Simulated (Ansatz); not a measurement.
An elastic constant from a strain scan in SnSe

All numbers below come from Ansatz, DFT r2SCAN, scalar-relativistic, plane waves, PAW. The runs took a 500 eV cutoff, a Γ-centred 10×10×10 mesh and Gaussian smearing (0.05 eV). No spin polarisation. Energies are free energies at this smearing, counted from the undisturbed cell; pressure is positive in compression.

The undisturbed cell (as given, not relaxed at this level; it stands at 0.0 GPa; this rock-salt form isn't the usual structure):

```
Sn Se
1.0
     0.00000    3.01000    3.01000
     3.01000    0.00000    3.01000
     3.01000    3.01000    0.00000
Sn Se
1 1
Direct
  0.00000 0.00000 0.00000
  0.50000 0.50000 0.50000
```

The cell is strained by ε times the Voigt pattern (1, -1, 0, 0, 0, 0) (xx, yy, zz, yz, xz, xy; engineering shear) with fractional coordinates fixed. The cell holds 2 atoms in V0 = 54.54 Å³. The stress column is τ = (1/V0) dE/dε, got from the stress tensor σ (compression positive) at each point as −det(1 + εP) σ : P(1 + εP)⁻¹, with P the pattern as a tensor.

| ε | ΔE (meV/atom) | τ (GPa) |
| --- | --- | --- |
| -0.0350 | 25.851 | -8.767 |
| -0.0300 | 18.942 | -7.474 |
| -0.0250 | 13.124 | -6.200 |
| -0.0200 | 8.383 | -4.942 |
| -0.0150 | 4.709 | -3.696 |
| -0.0100 | 2.091 | -2.458 |
| -0.0050 | 0.522 | -1.228 |
| 0.0000 | 0.000 | 0.000 |
| 0.0050 | 0.522 | 1.228 |
| 0.0100 | 2.091 | 2.458 |
| 0.0150 | 4.709 | 3.696 |
| 0.0200 | 8.383 | 4.942 |
| 0.0250 | 13.124 | 6.200 |
| 0.0300 | 18.942 | 7.474 |
| 0.0350 | 25.851 | 8.767 |
| 0.0400 | ? | ? |

Question: Which combination of elastic constants does this scan measure, and how large is it?

Answer: For small ε, τ = τ0 + Kε with K = pᵀCp, which for this pattern is 2(C11 − C12) in the cubic axes. The parabola through τ at ε = -0.0050, 0 and 0.0050 has slope K = 246 GPa at zero. The energies per cell, E = NΔE, of the same two points give K = 2[E(ε₊)/ε₊ − E(ε₋)/ε₋]/[(ε₊ − ε₋)V0] = 245 GPa, in agreement.

Question: Predict the withheld row at ε = 0.0400 from the harmonic law, and compare.

Answer: ΔE = V0(τ0 ε + Kε²/2)/N = 33.434 meV/atom and τ = 9.82 GPa. The calculation gives 33.869 meV/atom and 10.08 GPa, a miss of 1.3 % of the harmonic energy, so the harmonic law still holds here.